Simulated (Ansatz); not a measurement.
Level of theory: DFT PBE, scalar-relativistic, plane waves, PAW in Ansatz. Settings of the last relaxation (8-atom cell): 420 eV, 6×6×2 k points, Gaussian smearing of 0.02 eV, no spin polarisation.

Formation energies are uncorrected and count from the elements' standard states at the same level.

Problem. Propose a candidate for a trigonal semiconductor that holds Te and 2 more elements, with a gap near 1.6 eV, a formation energy near −0.78 eV/atom and about 35 Å³ per atom, in a cell of 8 atoms. Its symmetry should be P3m1 (No. 156).

Solution. Mg3CdTe4, space group P3m1 (No. 156). Around Mg on its first site lie 4 Te at 2.82–2.83 Å; Mg on its second site is surrounded by 4 Te at 2.82–2.83 Å; Cd is surrounded by 4 Te at 2.85–2.87 Å; Te on its first site is surrounded by 4 Mg at 2.82–2.83 Å; 4 more sites not described.

```yaml
crystal:
  lattice:
    - [4.62763, 0.00000, 0.00000]
    - [-2.31381, 4.00764, 0.00000]
    - [0.00000, 0.00000, 15.07170]
  atoms:
    - { symbol: Mg, position: [0.66667, 0.33333, 0.49577] }
    - { symbol: Mg, position: [0.66667, 0.33333, 0.99993] }
    - { symbol: Mg, position: [0.00000, 0.00000, 0.24813] }
    - { symbol: Cd, position: [0.00000, 0.00000, 0.74992] }
    - { symbol: Te, position: [0.66667, 0.33333, 0.18740] }
    - { symbol: Te, position: [0.66667, 0.33333, 0.68338] }
    - { symbol: Te, position: [0.00000, 0.00000, 0.43545] }
    - { symbol: Te, position: [0.00000, 0.00000, 0.94003] }
```

The volume per atom is 34.94 Å³. The density is 4.13 g/cm³. The formation energy is −0.775 eV/atom. The gap on the 6×6×2 mesh of the 8-atom cell is 1.59 eV.

It was reached by relaxing an invented guess, and it needn't be the stable form of this composition. The answer needn't be unique; the calculation gave this one.

Spin–orbit coupling, which can matter for Te, is left out. Kohn–Sham gaps at this level usually fall short of measured ones. The missing spin–orbit coupling can work the other way here. The reference form of Te is held partly by dispersion forces, which this level lacks. A later test with randomly moved atoms came back to the same energy, though modes that don't fit the test's cell weren't probed.
